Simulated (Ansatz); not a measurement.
BeS (rock salt, Fm-3m), r²SCAN (plane waves, PAW; program Ansatz), all energies at zero smearing, with the estimated change up to a 700 eV cutoff added, with one set of potentials and settings (totals compare only within such a set). Cell of 2 atoms (1 S, 1 Be): -1000.360 eV.

```json
[
 {"element": "S", "reference phase": "P2/c, 32 atoms in the cell", "E (eV/atom)": "-905.8156"},
 {"element": "Be", "reference phase": "P6_3/mmc, 2 atoms in the cell", "E (eV/atom)": "-93.3347"}
]
```

Formation energy per atom, worked out: (-1000.360 − 1×(-905.8156) − 1×(-93.3347))/2 = -0.605 eV/atom (-58 kJ per mol of atoms), at 0 K, without zero-point energy or fitted corrections.

The start of the workflow was typed in or built on a structure type; neither database checked (COD, Materials Project) lists it. COD files the formula under space group No. 216, so this cell is another polymorph or a model. Whether it is the stable phase at ambient conditions was not checked. The r²SCAN relaxation kept the symmetry of its start; its stability against distortions is not shown here. The references are the lowest solids computed at this level, not always the standard phases.

Potentials: the later of the program's two PAW sets.
